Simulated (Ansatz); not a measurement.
Starting cell, Zr (hcp, Mg type):

```xyz
2
Lattice="3.2459 0.0000 0.0000 -1.6230 2.8110 0.0000 0.0000 0.0000 5.1512" Properties=species:S:1:pos:R:3 pbc="T T T"
Zr     0.0000     1.8740     3.8634
Zr     1.6230     0.9370     1.2878
```

Scan: atom 2 (Zr, nearest neighbour Zr at 3.185 Å; its periodic images, 3.2 Å or more away, move with it) is displaced along Cartesian z, direction (0.000, 0.000, 1.000) in Cartesian axes, by s. The other atoms stay.

The numbers are results of r2SCAN (plane waves to 500 eV, PAW, scalar-relativistic; Ansatz, an electronic-structure program), not measurements. k mesh 13×13×7 (Γ-centred), Fermi-Dirac smearing 0.05 eV. The energy includes the smearing's −TS. Stress and pressure are positive under compression. Left out: 4 of 11 points, with atoms too close for the PAW data. With partly filled bands, energies and forces of such displacements shift with the k mesh and the smearing. F∥ is the force on the atom along that direction. The PAW data are Ansatz's earlier set. Zr is run without spin polarisation. Zr was relaxed with its symmetry unable to fall. The zero of ΔE is the undisplaced structure.

```
s (Å)   ΔE (meV/cell)  F∥ (eV/Å)  P (GPa)
------  -------------  ---------  -------
-0.576           1076      4.505     11.4
-0.384            408      2.510      5.3
-0.192             81      0.969      1.4
0.000               0      0.000      0.0
0.192              81     -0.969      1.4
0.384             408     -2.510      5.3
0.576            1076     -4.505     11.4
```

Key numbers:

The energy at s = 0.576 Å is 1076 meV/cell and the force along the line at s = -0.576 Å comes out as 4.51 eV/Å. Symmetry of the curve: even: the same for both signs. Shape of the curve: a single well with its minimum at or next to zero displacement.

The 11 points together took around 80 core-seconds (rough).

(For displaced atoms, the force is minus the slope of the energy, and its curvature is a force constant, which sets phonon frequencies.)
